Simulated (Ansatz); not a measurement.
P2W: from a starting cell to a relaxed one

The start is a generated cell, P2W built in the AFLOW prototype A2B_hP9_147_g_ad (B_b, as in ZnAg2). The structure is fully relaxed (lattice and positions, P = 0) with PBE (plane waves to 420 eV, PAW, scalar-relativistic; Ansatz, a program for electronic structure). First-step values are on the input's coarse k-mesh.

Ansatz input (later rounds restart from its end on a renewed k-mesh):
Ansatz 0.2 input:
```yaml
crystal:
  lattice:
    - [7.4581951, 0, 0]
    - [-3.7290976, 6.4589865, 0]
    - [0, 0, 2.7540431]
  atoms:
    - { symbol: W, position: [0, 0, 0] }
    - { symbol: W, position: [0.66666667, 0.33333333, 0.75] }
    - { symbol: W, position: [0.33333333, 0.66666667, 0.25] }
    - { symbol: P, position: [0.66667, 0.66667, 0.75] }
    - { symbol: P, position: [0, 0.33333, 0.75] }
    - { symbol: P, position: [0.33333, 0, 0.75] }
    - { symbol: P, position: [0.33333, 0.33333, 0.25] }
    - { symbol: P, position: [0, 0.66667, 0.25] }
    - { symbol: P, position: [0.66667, 0, 0.25] }
basis: { ecutwfc: 420, ecutrho_ratio: 4, xc_grid: 2, fft_grid_basis: typed }
kpoints: { mp_grid: { grid: [4, 4, 8] } }
hamiltonian:
  xc: pbe
  dispersion: none
  pseudopotentials: { kind: paw }
scf: { occupations: { method: fermi_dirac, width: 0.05 } }
relax: { f_tol: 0.01, max_steps: 100, cell: { stress_tol: 0.02 } }
output: { forces: true, stress: true }
```

What pressure does the first self-consistent step give?

-4 GPa (negative: the cell is under tension).

Which atoms feel the largest initial force, and how large is it?

About 1.5 eV/Å, on P4, P5, P6, P7, P8, P9 (atoms numbered as listed).

By how much does the energy per atom fall from start to end?

0.34 eV/atom.

How does the volume per atom move from start to end?

-1.2 %, from 14.74 to 14.56 Å³/atom.

How do the shortest distances between atoms change?

The closest pairs of elements (up to four, under 3.6 Å), start → end: P–W 2.49 → 2.53 Å; P–P 2.75 → 2.66 Å; W–W 2.75 → 3.10 Å.

What band gap does the relaxed structure have at this level?

No gap (metallic).

The space group stays P-3 (No. 147) (the run could not lower it); the end is AFLOW prototype A2B_hP9_147_g_ad (B_b, as in ZnAg2), with 9 atoms in the primitive cell. Final values are on a 8×8×15 k-mesh of the relaxed cell. No spin polarisation in the result.

The run could not lose the symmetry of its start, so the end can be a saddle point.

The relaxed structure here is a generated cell of P2W: the first start was made by placing the elements on the sites of a structure type, and the end was not matched to a known phase here, so it may be hypothetical.
